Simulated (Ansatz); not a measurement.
**PdGe3: changing the Hubbard U on Pd d**

Symmetry: Pm-3m, No. 221, cubic system. Conventional cell: a = 4.142 Å, b = 4.142 Å, c = 4.142 Å, α = 90.00°, β = 90.00°, γ = 90.00°. Pd (site symmetry m-3m) is surrounded by 12 Ge at 2.93 Å. Ge (site symmetry 4/mmm) has 4 Pd at 2.93 Å and 8 Ge at 2.93 Å as nearest neighbours.

The cell comes from a database or a generator and needn't be the stable form of this composition.

Kept alike: task band structure; functional PBEsol; k mesh 7 × 7 × 7; occupations fermi-dirac, width 0.05 eV; no spin polarisation. Program: Ansatz, Ansatz PAW, cutoff 420 eV. The mesh is that of the run's cell of 4 atoms. No spin-orbit coupling.

| run | pressure (GPa) |
| --- | --- |
| A | -4.17 |
| B | -4.39 |
| C | -4.57 |
| D | -3.36 |
| E | -4.72 |
| F | -2.73 |
| G | -3.65 |
| H | -3.93 |

Pressure is positive in compression, with a Pulay correction for the finite cutoff. U acts here on a shell without spin polarisation. For a metal such a mesh leaves the last digits unconverged. How U acts hangs on the program's projectors. All rows use potentials made for PBE. U is the effective U - J on orthogonalised atomic projectors. Double counting: fully localised limit (the default).

The runs differ in the Hubbard U on Pd d alone: 0; 1; 2; 3; 4; 5; 6; 8 eV. Which run is which?

Run A is 3 eV; run B is 2 eV; run C is 1 eV; run D is 6 eV; run E is 0 eV; run F is 8 eV; run G is 5 eV; run H is 4 eV. The pressure rises from -4.72 to -2.73 GPa between 0 and 8 eV. U localises the shell and weakens its bonds, so the cell pushes outwards.
